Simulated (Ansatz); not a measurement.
Run on Zn (sc type): DFT, PBEsol, all-electron LAPW, scalar-relativistic (Ansatz 0.2.0).

The cell comes from a relaxation on PAW files under the same functional, begun from a prototype that needn't be the stable phase.

Command: `ansatz run input.yaml --threads 1 --pin off --max-ram 2048MiB --backend cpu --events-out ev --progress --plain --runs-dir out` It took 12 s on 1 thread of Arm Neoverse V2, with other jobs on the host, peak memory 0.32 GiB.

```yaml
crystal:
  lattice:
    - [2.5642761162, 0.0, 0.0]
    - [0.0, 2.5642761162, 0.0]
    - [0.0, 0.0, 2.5642761162]
  atoms:
    - { symbol: Zn, position: [0.0, 0.0, 0.0] }
kpoints:
  mp_grid: { grid: [17, 17, 17] }
  band_path:
    path:
      - [0.0, 0.0, 0.0]
      - [0.0, 0.5, 0.0]
      - [0.5, 0.5, 0.0]
      - [0.0, 0.0, 0.0]
      - [0.5, 0.5, 0.5]
      - [0.0, 0.5, 0.0]
      - [0.5, 0.5, 0.5]
      - [0.5, 0.5, 0.0]
    npoints: 14
scf:
  occupations: { method: fermi_dirac, width: 0.05 }
hamiltonian:
  xc: pbesol
  pseudopotentials: { kind: all_electron, lapw: { basis_error: 0.001 } }
output:
  forces: true
  stress: true
  eigenvalues: true
  populations: true
  dos: { projected: true, de: 0.2, e_range: [-14, 8] }
```

Output:

```
Zn: projections on atomic orbitals take those of the free atom 1s2 2s2 2p6 3s2 3p6 3d10 4s2, of charge +0.00 (hamiltonian.pseudopotentials.projection_atoms)
LAPW: plane waves up to 8.738 Å⁻¹, error target 1.0e-3 eV per atom; small_component_spin mean_spin; Zn in spheres of 1.282 Å, 20 of its electrons in bands, Dirac shells [] (how accurate: hamiltonian.pseudopotentials.lapw.basis_error, Limitations)
Engine: ansatz 0.2.0
Pseudopotentials: kind: all_electron
Pseudopotential: Zn, LAPW, valence charge 20, lapw/all_electron/scalar/gaussian/Zn, Koelling and Harmon's equation, gaussian nucleus
Functional definition: PBEsol
  exchange = pbesol_x
  correlation = pbesol_c
Crystal: 1 atoms, lattice volume = 16.861 Å³
Basis set: ecut = 290.8907773782229 eV, 179 PW (Γ), exchange–correlation at level 2
Bands: 14, of which v1, the nominal top of the filled ones, is band 10 counted from 1 (9 counted from 0)
Symmetry: 48 space group operations
Space group: Pm-3m (ITA 221), of the structure as read, at distance tolerance 2.6e-5 Å
k-points: 165 of 4913
Non-local potential: Zn, projectors of the file, none
Initial density: superposition of atomic densities (chi_scale 0.1, normalization cell)
Initial wavefunctions: plane waves of lowest kinetic energy (no species holds an atomic orbital)
Functional: x = pbesol(κ = 0.804, μ = 0.12345679012345678), c = pbesol(β = 0.046)
iter 1 solved again at ethr=2.02e-4 eV; its pass at ethr=1.00e-1 eV (dr2=4.05e-2 eV) is discarded
SCF iter   1: F=—  HF=-48834.735338 eV  |F-HF|=—  |Δ(HF+E_count)|=         —  Δρ=1.65e-2  dr2=4.07e-2  ethr=2.02e-4  ⟨swp⟩=3.1  Hψ=15666  notcnv=0
preconditioner: auto → none  [metal: Δε(μ)=0.114 eV  Ē_g=16.011 eV  σ=0.050 eV  W_gap=0.48  n_scr=6 (ndim 8)  ℏωp=31.3 eV  f_vac=0.008  D(μ)=0.36/eV (n_scr^D=0)  sad-step TF]
SCF iter   2: F=—  HF=-48834.679869 eV  |F-HF|=—  |Δ(HF+E_count)|=   5.55e-2  Δρ=4.99e-3  dr2=4.64e-3  ethr=2.02e-4  ⟨swp⟩=2.3  Hψ=6978  notcnv=0
SCF iter   3: F=—  HF=-48834.625991 eV  |F-HF|=—  |Δ(HF+E_count)|=   5.39e-2  Δρ=5.20e-3  dr2=4.24e-3  ethr=2.32e-5  ⟨swp⟩=2.5  Hψ=6590  notcnv=0
iter 4 solved again at ethr=3.74e-7 eV; its pass at ethr=2.12e-5 eV (dr2=7.48e-5 eV) is discarded
SCF iter   4: F=—  HF=-48834.623200 eV  |F-HF|=—  |Δ(HF+E_count)|=   2.79e-3  Δρ=7.65e-4  dr2=7.46e-5  ethr=3.74e-7  ⟨swp⟩=2.1  Hψ=10963  notcnv=0
SCF iter   5: F=—  HF=-48834.623215 eV  |F-HF|=—  |Δ(HF+E_count)|=   1.54e-5  Δρ=5.19e-5  dr2=3.89e-7  ethr=3.73e-7  ⟨swp⟩=2.2  Hψ=6310  notcnv=0
SCF iter   6: F=-48834.623211 eV  HF=-48834.623211 eV  |F-HF|=6.57e-8  |Δ(HF+E_count)|=   4.43e-6  Δρ=6.14e-6  dr2=4.51e-9  ethr=1.95e-9  ⟨swp⟩=2.9  Hψ=6864  notcnv=0
SCF 1 converged in 6 iterations: F = -48834.623211 eV  dr2 = 4.51e-9
NSCF: frozen V_eff on 99 k-points
SCF converged after 6 iterations
Free energy (F): -48834.623211 eV
Harris-Foulkes:  -48834.623211 eV  (|F-HF|=6.57e-8)
Internal energy: -48834.620132 eV  (E = F + TS)
E sigma→0 (E₀):  -48834.621671 eV
Entropy (-TS):   -0.003079 eV (-3.079 meV/atom)
Fermi energy:    11.725455 eV
--- Per-component energies (eV) ---
  E_band       = -578.648546
  E_kinetic    = 49728.264045
  E_xc         = -1910.831118
  E_electrostatic = -96652.053059  (all electrons and nuclei)
  E_smearing   = -0.003079  (= −TS)
  E_closure    = 0.000000  (closes the sum)
  E_atoms      = -48833.332136  (free atoms, spherical and without spin; not in F)
  Σ components = -48834.623211   (vs F -48834.623211, Δ=0.00e0)
  Basis errors (estimates in eV, not in F): energy 3.2e-4 per atom: plane waves 3.1e-4 (1.7e-4 summed), levels above the bands 1.3e-98, relativity 4.6e-9, radial functions 8.7e-6, core shells 5.1e-12; eigenvalues (radial functions only) 3.7e-5; not estimated: angular momenta, meshes, grids; target (lapw.basis_error) 1.0e-3; muffin-tin radii Zn 1.282 Å
--- Forces (eV/Å), atoms counted from 1 ---
  atom   1  Zn     0.00000000    -0.00000000     0.00000000
  max |Σ_I F_I| component: 5.78e-34 eV/Å
--- Stress (GPa, compression-positive) ---
       -0.017081       0.000000       0.000000
        0.000000      -0.017081       0.000000
        0.000000       0.000000      -0.017081
  P = ⅓ Tr σ = -0.0171 GPa (-0.171 kbar)
--- Band table (eV; the first three rows and the last of 165) ---
  k-point 0: bands = ["-114.1990", "-68.4994", "-68.4994", "-68.4994", "2.2755", "3.6946", "3.6946", "5.0279", "5.0279", "5.0279", "24.5301", "24.5301", "24.5301", "27.4369"]
  k-point 1: bands = ["-114.1990", "-68.5004", "-68.4993", "-68.4993", "2.3563", "3.6994", "3.7183", "5.0143", "5.0143", "5.0291", "23.1953", "24.6255", "24.6255", "27.4928"]
  k-point 2: bands = ["-114.1987", "-68.5036", "-68.4991", "-68.4991", "2.5917", "3.7134", "3.7945", "4.9753", "4.9753", "5.0323", "21.0300", "24.9090", "24.9090", "27.6612"]
  k-point 164: bands = ["-114.1918", "-68.5258", "-68.5258", "-68.5258", "3.9937", "4.0014", "4.0014", "5.3359", "5.3359", "16.9625", "17.5120", "17.5120", "21.9308", "22.7566"]
--- Löwdin populations: 1 site ---
  site symbol       q [e]
     0     Zn     29.5440
  spilling = 0.015199 (of n_electrons = 30.000000)
```

populations.tsv:

```
# site	symbol	l	j	q
# orbitals = lowdin
# n_electrons = 30.000000
# spilling = 0.015199
# projection_atom_Zn: 1s2 2s2 2p6 3s2 3p6 3d10 4s2
0	Zn	0_1S	-	1.999998
0	Zn	0_2S	-	1.999901
0	Zn	0_3S	-	1.997566
0	Zn	0_4S	-	1.569242
0	Zn	1_2P	-	5.999998
0	Zn	1_3P	-	5.999751
0	Zn	2_3D	-	9.977565
```

Next run (volume at 0.9 of the series' base cell), as changes to the input before:

```diff
   lattice:
-    - [2.5642761162, 0.0, 0.0]
-    - [0.0, 2.5642761162, 0.0]
-    - [0.0, 0.0, 2.5642761162]
+    - [2.4757813694, 0.0, 0.0]
+    - [0.0, 2.4757813694, 0.0]
+    - [0.0, 0.0, 2.4757813694]
   atoms:
   mp_grid: { grid: [17, 17, 17] }
-  band_path:
-    path:
-      - [0.0, 0.0, 0.0]
-      - [0.0, 0.5, 0.0]
-      - [0.5, 0.5, 0.0]
-      - [0.0, 0.0, 0.0]
-      - [0.5, 0.5, 0.5]
-      - [0.0, 0.5, 0.0]
-      - [0.5, 0.5, 0.5]
-      - [0.5, 0.5, 0.0]
-    npoints: 14
 scf:
   populations: true
-  dos: { projected: true, de: 0.2, e_range: [-14, 8] }
```

Results part of the output:

```
SCF 1 converged in 7 iterations: F = -48834.583476 eV  dr2 = 3.79e-11
SCF converged after 7 iterations
Free energy (F): -48834.583476 eV
Harris-Foulkes:  -48834.583476 eV  (|F-HF|=5.82e-10)
Internal energy: -48834.580860 eV  (E = F + TS)
E sigma→0 (E₀):  -48834.582168 eV
Entropy (-TS):   -0.002616 eV (-2.616 meV/atom)
Fermi energy:    13.510164 eV
--- Per-component energies (eV) ---
  E_band       = -547.887140
  E_kinetic    = 49730.571052
  E_xc         = -1911.430790
  E_electrostatic = -96653.721122  (all electrons and nuclei)
  E_smearing   = -0.002616  (= −TS)
  E_closure    = 0.000000  (closes the sum)
  E_atoms      = -48833.332136  (free atoms, spherical and without spin; not in F)
  Σ components = -48834.583476   (vs F -48834.583476, Δ=0.00e0)
  Basis errors (estimates in eV, not in F): energy 3.2e-4 per atom: plane waves 3.1e-4 (1.7e-4 summed), levels above the bands 4.9e-104, relativity 8.3e-9, radial functions 9.1e-6, core shells 8.9e-12; eigenvalues (radial functions only) 2.2e-6; not estimated: angular momenta, meshes, grids; target (lapw.basis_error) 1.0e-3; muffin-tin radii Zn 1.238 Å
--- Forces (eV/Å), atoms counted from 1 ---
  atom   1  Zn    -0.00000000    -0.00000000     0.00000000
  max |Σ_I F_I| component: 7.06e-34 eV/Å
--- Stress (GPa, compression-positive) ---
        8.423689       0.000000       0.000000
        0.000000       8.423689       0.000000
        0.000000       0.000000       8.423689
  P = ⅓ Tr σ = 8.4237 GPa (84.237 kbar)
--- Band table (eV; the first three rows and the last of 165) ---
  k-point 0: bands = ["-112.6422", "-66.9315", "-66.9315", "-66.9315", "3.2672", "5.0724", "5.0724", "6.6819", "6.6819", "6.6819", "27.1982", "27.1982", "27.1982", "30.1789"]
  k-point 1: bands = ["-112.6420", "-66.9332", "-66.9314", "-66.9314", "3.3544", "5.0784", "5.1002", "6.6652", "6.6652", "6.6833", "25.7609", "27.3033", "27.3033", "30.2354"]
  k-point 2: bands = ["-112.6416", "-66.9380", "-66.9310", "-66.9310", "3.6097", "5.0957", "5.1871", "6.6176", "6.6176", "6.6873", "23.4497", "27.6155", "27.6155", "30.4057"]
  k-point 164: bands = ["-112.6299", "-66.9720", "-66.9720", "-66.9720", "5.4118", "5.4218", "5.4218", "7.0482", "7.0482", "19.1516", "19.7188", "19.7188", "24.0931", "25.2407"]
--- Löwdin populations: 1 site ---
  site symbol       q [e]
     0     Zn     29.5247
  spilling = 0.015842 (of n_electrons = 30.000000)
```

Next run (volume at 0.8 of the series' base cell), as changes to the input before:

```diff
   lattice:
-    - [2.4757813694, 0.0, 0.0]
-    - [0.0, 2.4757813694, 0.0]
-    - [0.0, 0.0, 2.4757813694]
+    - [2.3804630774, 0.0, 0.0]
+    - [0.0, 2.3804630774, 0.0]
+    - [0.0, 0.0, 2.3804630774]
   atoms:
```

Results part of the output:

```
SCF 1 converged in 7 iterations: F = -48834.421415 eV  dr2 = 7.70e-10
SCF converged after 7 iterations
Free energy (F): -48834.421415 eV
Harris-Foulkes:  -48834.421416 eV  (|F-HF|=1.01e-8)
Internal energy: -48834.419532 eV  (E = F + TS)
E sigma→0 (E₀):  -48834.420474 eV
Entropy (-TS):   -0.001883 eV (-1.883 meV/atom)
Fermi energy:    15.750372 eV
--- Per-component energies (eV) ---
  E_band       = -509.860713
  E_kinetic    = 49734.050679
  E_xc         = -1912.230588
  E_electrostatic = -96656.239623  (all electrons and nuclei)
  E_smearing   = -0.001883  (= −TS)
  E_closure    = 0.000000  (closes the sum)
  E_atoms      = -48833.332136  (free atoms, spherical and without spin; not in F)
  Σ components = -48834.421415   (vs F -48834.421415, Δ=0.00e0)
  Basis errors (estimates in eV, not in F): energy 3.3e-4 per atom: plane waves 3.2e-4 (1.7e-4 summed), levels above the bands 6.9e-110, relativity 5.7e-9, radial functions 9.7e-6, core shells 3.8e-11; eigenvalues (radial functions only) 1.8e-6; not estimated: angular momenta, meshes, grids; target (lapw.basis_error) 1.0e-3; muffin-tin radii Zn 1.190 Å
--- Forces (eV/Å), atoms counted from 1 ---
  atom   1  Zn     0.00000000    -0.00000000     0.00000000
  max |Σ_I F_I| component: 1.28e-34 eV/Å
--- Stress (GPa, compression-positive) ---
       23.973723      -0.000000      -0.000000
       -0.000000      23.973723       0.000000
       -0.000000       0.000000      23.973723
  P = ⅓ Tr σ = 23.9737 GPa (239.737 kbar)
--- Band table (eV; the first three rows and the last of 165) ---
  k-point 0: bands = ["-110.7187", "-64.9908", "-64.9908", "-64.9908", "4.5309", "6.7588", "6.7588", "8.7341", "8.7341", "8.7341", "30.4773", "30.4773", "30.4773", "33.5630"]
  k-point 1: bands = ["-110.7185", "-64.9935", "-64.9906", "-64.9906", "4.6260", "6.7663", "6.7918", "8.7132", "8.7132", "8.7358", "28.9239", "30.5942", "30.5942", "33.6191"]
  k-point 2: bands = ["-110.7178", "-65.0012", "-64.9900", "-64.9900", "4.9047", "6.7880", "6.8935", "8.6539", "8.6539", "8.7407", "26.4441", "30.9413", "30.9413", "33.7885"]
  k-point 164: bands = ["-110.6969", "-65.0549", "-65.0549", "-65.0549", "7.1455", "7.1588", "7.1588", "9.1776", "9.1776", "21.8832", "22.4830", "22.4830", "26.6719", "28.1581"]
--- Löwdin populations: 1 site ---
  site symbol       q [e]
     0     Zn     29.5069
  spilling = 0.016437 (of n_electrons = 30.000000)
```

Next run (volume at 0.7 of the series' base cell), as changes to the input before:

```diff
   lattice:
-    - [2.3804630774, 0.0, 0.0]
-    - [0.0, 2.3804630774, 0.0]
-    - [0.0, 0.0, 2.3804630774]
+    - [2.2768310251, 0.0, 0.0]
+    - [0.0, 2.2768310251, 0.0]
+    - [0.0, 0.0, 2.2768310251]
   atoms:
```

Results part of the output:

```
SCF 1 converged in 7 iterations: F = -48834.031354 eV  dr2 = 1.04e-9
SCF converged after 7 iterations
Free energy (F): -48834.031354 eV
Harris-Foulkes:  -48834.031354 eV  (|F-HF|=1.40e-8)
Internal energy: -48834.029801 eV  (E = F + TS)
E sigma→0 (E₀):  -48834.030577 eV
Entropy (-TS):   -0.001553 eV (-1.553 meV/atom)
Fermi energy:    18.669511 eV
--- Per-component energies (eV) ---
  E_band       = -461.519575
  E_kinetic    = 49739.367597
  E_xc         = -1913.334549
  E_electrostatic = -96660.062848  (all electrons and nuclei)
  E_smearing   = -0.001553  (= −TS)
  E_closure    = 0.000000  (closes the sum)
  E_atoms      = -48833.332136  (free atoms, spherical and without spin; not in F)
  Σ components = -48834.031354   (vs F -48834.031354, Δ=0.00e0)
  Basis errors (estimates in eV, not in F): energy 3.3e-4 per atom: plane waves 3.2e-4 (1.7e-4 summed), levels above the bands 9.0e-117, relativity 1.4e-8, radial functions 1.3e-5, core shells 2.0e-10; eigenvalues (radial functions only) 1.9e-6; not estimated: angular momenta, meshes, grids; target (lapw.basis_error) 1.0e-3; muffin-tin radii Zn 1.138 Å
--- Forces (eV/Å), atoms counted from 1 ---
  atom   1  Zn     0.00000000     0.00000000     0.00000000
  max |Σ_I F_I| component: 2.36e-32 eV/Å
--- Stress (GPa, compression-positive) ---
       53.344960       0.000000       0.000000
        0.000000      53.344960       0.000000
        0.000000       0.000000      53.344960
  P = ⅓ Tr σ = 53.3450 GPa (533.450 kbar)
--- Band table (eV; the first three rows and the last of 165) ---
  k-point 0: bands = ["-108.2761", "-62.5189", "-62.5189", "-62.5189", "6.1909", "8.8784", "8.8784", "11.3538", "11.3538", "11.3538", "34.6099", "34.6099", "34.6099", "37.8496"]
  k-point 1: bands = ["-108.2757", "-62.5234", "-62.5186", "-62.5186", "6.2956", "8.8881", "8.9186", "11.3272", "11.3272", "11.3560", "32.9252", "34.7416", "34.7416", "37.9036"]
  k-point 2: bands = ["-108.2743", "-62.5363", "-62.5176", "-62.5176", "6.6028", "8.9158", "9.0410", "11.2516", "11.2516", "11.3622", "30.2483", "35.1322", "35.1322", "38.0667"]
  k-point 164: bands = ["-108.2354", "-62.6244", "-62.6244", "-62.6244", "9.3209", "9.3389", "9.3389", "11.9030", "11.9030", "25.3946", "26.0463", "26.0463", "29.8600", "31.8726"]
--- Löwdin populations: 1 site ---
  site symbol       q [e]
     0     Zn     29.4892
  spilling = 0.017027 (of n_electrons = 30.000000)
```

Next run (volume at 0.6 of the series' base cell), as changes to the input before:

```diff
   lattice:
-    - [2.2768310251, 0.0, 0.0]
-    - [0.0, 2.2768310251, 0.0]
-    - [0.0, 0.0, 2.2768310251]
+    - [2.1627942392, 0.0, 0.0]
+    - [0.0, 2.1627942392, 0.0]
+    - [0.0, 0.0, 2.1627942392]
   atoms:
```

Results part of the output:

```
SCF 1 converged in 7 iterations: F = -48833.199935 eV  dr2 = 1.37e-9
SCF converged after 7 iterations
Free energy (F): -48833.199935 eV
Harris-Foulkes:  -48833.199935 eV  (|F-HF|=1.57e-8)
Internal energy: -48833.197460 eV  (E = F + TS)
E sigma→0 (E₀):  -48833.198698 eV
Entropy (-TS):   -0.002474 eV (-2.474 meV/atom)
Fermi energy:    22.615190 eV
--- Per-component energies (eV) ---
  E_band       = -397.892316
  E_kinetic    = 49747.834097
  E_xc         = -1914.928041
  E_electrostatic = -96666.103517  (all electrons and nuclei)
  E_smearing   = -0.002474  (= −TS)
  E_closure    = 0.000000  (closes the sum)
  E_atoms      = -48833.332136  (free atoms, spherical and without spin; not in F)
  Σ components = -48833.199935   (vs F -48833.199935, Δ=0.00e0)
  Basis errors (estimates in eV, not in F): energy 3.4e-4 per atom: plane waves 3.2e-4 (1.7e-4 summed), levels above the bands 5.3e-125, relativity 1.0e-8, radial functions 1.5e-5, core shells 1.2e-9; eigenvalues (radial functions only) 1.6e-6; not estimated: angular momenta, meshes, grids; target (lapw.basis_error) 1.0e-3; muffin-tin radii Zn 1.081 Å
--- Forces (eV/Å), atoms counted from 1 ---
  atom   1  Zn     0.00000000     0.00000000     0.00000000
  max |Σ_I F_I| component: 5.14e-34 eV/Å
--- Stress (GPa, compression-positive) ---
      111.480051       0.000000      -0.000000
        0.000000     111.480051       0.000000
       -0.000000       0.000000     111.480051
  P = ⅓ Tr σ = 111.4801 GPa (1114.801 kbar)
--- Band table (eV; the first three rows and the last of 165) ---
  k-point 0: bands = ["-105.0691", "-59.2572", "-59.2572", "-59.2572", "8.4585", "11.6319", "11.6319", "14.8190", "14.8190", "14.8190", "39.9893", "39.9893", "39.9893", "43.4642"]
  k-point 1: bands = ["-105.0682", "-59.2651", "-59.2566", "-59.2566", "8.5756", "11.6445", "11.6823", "14.7839", "14.7839", "14.8218", "38.1572", "40.1402", "40.1402", "43.5124"]
  k-point 2: bands = ["-105.0655", "-59.2878", "-59.2547", "-59.2547", "8.9190", "11.6810", "11.8348", "14.6842", "14.6842", "14.8300", "35.2467", "40.5871", "40.5871", "43.6579"]
  k-point 164: bands = ["-104.9880", "-59.4398", "-59.4397", "-59.4397", "12.1398", "12.1647", "12.1647", "15.5194", "15.5194", "30.0809", "30.8141", "30.8141", "33.9298", "36.7693"]
--- Löwdin populations: 1 site ---
  site symbol       q [e]
     0     Zn     29.4728
  spilling = 0.017575 (of n_electrons = 30.000000)
```

Next run (volume at 0.5 of the series' base cell), as changes to the input before:

```diff
   lattice:
-    - [2.1627942392, 0.0, 0.0]
-    - [0.0, 2.1627942392, 0.0]
-    - [0.0, 0.0, 2.1627942392]
+    - [2.0352673022, 0.0, 0.0]
+    - [0.0, 2.0352673022, 0.0]
+    - [0.0, 0.0, 2.0352673022]
   atoms:
```

Command: `ansatz run input.yaml --threads 1 --pin off --max-ram 2048MiB --backend cpu --events-out ev --progress --plain --runs-dir out` It took 13 s on 1 thread of Arm Neoverse V2, on a shared host, peak memory 0.34 GiB.

Results part of the output:

```
SCF 1 converged in 7 iterations: F = -48831.460810 eV  dr2 = 1.03e-9
SCF converged after 7 iterations
Free energy (F): -48831.460810 eV
Harris-Foulkes:  -48831.460810 eV  (|F-HF|=9.21e-9)
Internal energy: -48831.458395 eV  (E = F + TS)
E sigma→0 (E₀):  -48831.459603 eV
Entropy (-TS):   -0.002415 eV (-2.415 meV/atom)
Fermi energy:    28.220895 eV
--- Per-component energies (eV) ---
  E_band       = -310.102888
  E_kinetic    = 49762.123672
  E_xc         = -1917.370247
  E_electrostatic = -96676.211820  (all electrons and nuclei)
  E_smearing   = -0.002415  (= −TS)
  E_closure    = 0.000000  (closes the sum)
  E_atoms      = -48833.332136  (free atoms, spherical and without spin; not in F)
  Σ components = -48831.460810   (vs F -48831.460810, Δ=0.00e0)
  Basis errors (estimates in eV, not in F): energy 3.3e-4 per atom: plane waves 3.1e-4 (1.7e-4 summed), levels above the bands 4.9e-135, relativity 1.5e-8, radial functions 2.5e-5, core shells 9.8e-9; eigenvalues (radial functions only) 2.2e-6; not estimated: angular momenta, meshes, grids; target (lapw.basis_error) 1.0e-3; muffin-tin radii Zn 1.018 Å
--- Forces (eV/Å), atoms counted from 1 ---
  atom   1  Zn    -0.00000000     0.00000000    -0.00000000
  max |Σ_I F_I| component: 4.11e-33 eV/Å
--- Stress (GPa, compression-positive) ---
      235.543919      -0.000000       0.000000
       -0.000000     235.543919       0.000000
        0.000000       0.000000     235.543919
  P = ⅓ Tr σ = 235.5439 GPa (2355.439 kbar)
--- Band table (eV; the first three rows and the last of 165) ---
  k-point 0: bands = ["-100.6666", "-54.7405", "-54.7405", "-54.7405", "11.7261", "15.3728", "15.3728", "19.6291", "19.6291", "19.6291", "47.3021", "47.3021", "47.3021", "51.1548"]
  k-point 1: bands = ["-100.6646", "-54.7556", "-54.7393", "-54.7393", "11.8599", "15.3901", "15.4393", "19.5807", "19.5807", "19.6330", "45.3075", "47.4790", "47.4790", "51.1891"]
  k-point 2: bands = ["-100.6588", "-54.7986", "-54.7357", "-54.7357", "12.2516", "15.4397", "15.6390", "19.4437", "19.4437", "19.6442", "42.1156", "48.0018", "48.0018", "51.2925"]
  k-point 164: bands = ["-100.4915", "-55.0777", "-55.0773", "-55.0773", "15.9555", "15.9911", "15.9911", "20.5590", "20.5590", "36.6482", "37.5223", "37.5223", "39.3580", "43.5341"]
--- Löwdin populations: 1 site ---
  site symbol       q [e]
     0     Zn     29.4590
  spilling = 0.018034 (of n_electrons = 30.000000)
```

The structure type is held throughout; the real material can change phase at far lower pressure.
